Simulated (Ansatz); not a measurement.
Zr:
Space group P6₃/mmc (No. 194); a = 3.2465 Å, b = 3.2465 Å, c = 5.1521 Å, α = 90.00°, β = 90.00°, γ = 120.00°

```tsv
atom	site	symmetry	x	y	z
Zr	2c	-6m2	0.3333	0.6667	0.2500
```

Relaxed with r²SCAN.

Task: Decompose the optical modes at the zone centre into irreducible representations, and say which are infrared and Raman allowed.

Result: Point group 6/mmm: Γ_opt = B1g + E2g. Infrared: none. Raman: E2g.

Task: Assign frequencies (DFPT, plane-wave PAW r²SCAN (Ansatz code)).

Result: E2g 83, B1g 149 cm⁻¹.

Subscripts of B labels follow the axes of the standard setting.

Space group P6_3/mmc (hcp (Mg type)). The r²SCAN relaxation kept the symmetry of its start; of distortions, only those at the zone centre were tested. The run is not spin-polarised. As this level gives no gap, phonon frequencies hold no LO–TO term and depend on the k-mesh and smearing (Fermi–Dirac, 0.1 eV here). Axis ratios of metals converge slowly with the k-mesh, so a and c are less sure than the volume.

Potentials: the earlier of the program's two PAW sets.
